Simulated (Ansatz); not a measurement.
Data:

GaSb:
```yaml
crystal:
  lattice:
    - [3.90325, 0.00000, 0.00000]
    - [-1.95163, 3.38031, 0.00000]
    - [0.00000, 0.00000, 3.60146]
  atoms:
    - { symbol: Ga, position: [0.00000, 0.00000, 0.00000] }
    - { symbol: Sb, position: [0.66667, 0.33333, 0.50000] }
```

This is the PBEsol-relaxed structure. x, y and z are the axes in which the lattice vectors are written.

### Question
All from DFT-PBEsol in the program Ansatz with PAW potentials, unless another level is named. Estimate the bulk modulus (Birch–Murnaghan fit).

### Answer
51.3 GPa.

### Question
Give the highest zone-centre frequency.

### Answer
137 cm⁻¹.

### Question
And the elastic constants (relaxed ions, GPa)?

### Answer
C11 = 62.5, C12 = 35.3, C13 = 57.7, C33 = 102, C44 = 23.9.

Space group P-6m2. A made-up cell: these elements were put on the sites of a structure type; neither database checked (COD, Materials Project) lists it. It is not the phase usual at ambient conditions (space group No. 216). The cell was relaxed with PBEsol under the symmetry of its start; whether a distortion lowers the energy is not shown. As this level gives no gap, shear constants depend on the k-mesh and smearing (Fermi–Dirac, 0.1 eV here). As this level gives no gap, phonon frequencies hold no LO–TO term and depend on the k-mesh and smearing (Fermi–Dirac, 0.1 eV here). Scalar-relativistic: spin–orbit coupling is off unless named, which matters more the heavier the elements.

Potentials: the earlier of the program's two PAW sets. The files were generated under PBE; for other functionals the program regenerates the frozen cores, and for LDA and PBEsol the local potential too.
